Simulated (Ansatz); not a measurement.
Notes on SrO

```xyz
2
Lattice="0.0000 2.5934 2.5934 2.5934 0.0000 2.5934 2.5934 2.5934 0.0000" Properties=species:S:1:pos:R:3 pbc="T T T"
Sr    0.0000    0.0000    0.0000
O     2.5934    2.5934    2.5934
```

The numbers come from plane-wave PAW DFT (Ansatz): r2SCAN, no spin polarisation, 500 eV, 9×9×9 Γ-centred k points, fermi-dirac occupations (width 0.1069 eV). Nothing was relaxed.

Task: What is the band gap?

Result: The gap is 3.80 eV, indirect (the least direct gap found is 3.90 eV).

Task: Describe some of the short contacts.

Result: Sr–O at 2.59 Å: least valence density 0.21 e/Å³ and ELF 0.09 there, a closed-shell (ionic or weak) contact. These are pseudo-fields; inside the PAW spheres they differ from the all-electron ones.

Task: How is the charge shared?

Result: Bader charges in e: Sr +1.53, O -1.53. In the mean Sr gives up most and O takes most.

Task: What is the formation energy?

Result: -2.98 eV an atom against the elements' usual phases (free molecules for gases, crystals otherwise, with no correction for O₂ or N₂), so it is bound against them; other compounds may still compete. Relaxing would lower it.

Task: Is the cell too large or too small?

Result: The pressure is -1.4 GPa (compression positive), so with the atoms held at these fractions the cell would first shrink.

Origin: a database entry at a rescaled volume.
